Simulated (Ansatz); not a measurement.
MoW (CsCl type), relaxed with PBEsol (Ansatz, an electronic-structure program, plane waves, PAW): a = b = c = 3.1418 Å, α = β = γ = 90.00°.

- ΔH_f (eV/atom) = -0.01
- B₀ by P(V) fit (GPa) = 300
- K_Hill (GPa) = 302
- G_Hill (GPa) = 143
- Θ_D (K) = 411

Problem. The same phase is relaxed and computed with r²SCAN in the same code. What are the cell and these values now?

Solution. a = 3.1602 Å, b = 3.1602 Å, c = 3.1602 Å, α = 90.00°, β = 90.00°, γ = 90.00°.

- ΔH_f (eV/atom): -0.01
- B₀ by P(V) fit (GPa): 295
- K_Hill (GPa): 295
- G_Hill (GPa): 144
- Θ_D (K): 415

Typed or built starts, not in the databases checked: MoW, CsCl type. All cells were relaxed under the symmetry of their starts (and spin orders); stability against distortions was not tested throughout. Rows with no word on spin ran without spin polarisation. Spin–orbit coupling is left out wherever it is not named.

Potentials: the later of the program's two PAW sets.

Ansatz is a plane-wave DFT program.

Formation energies count from the lowest solids of the elements computed at the same level, not from gases.
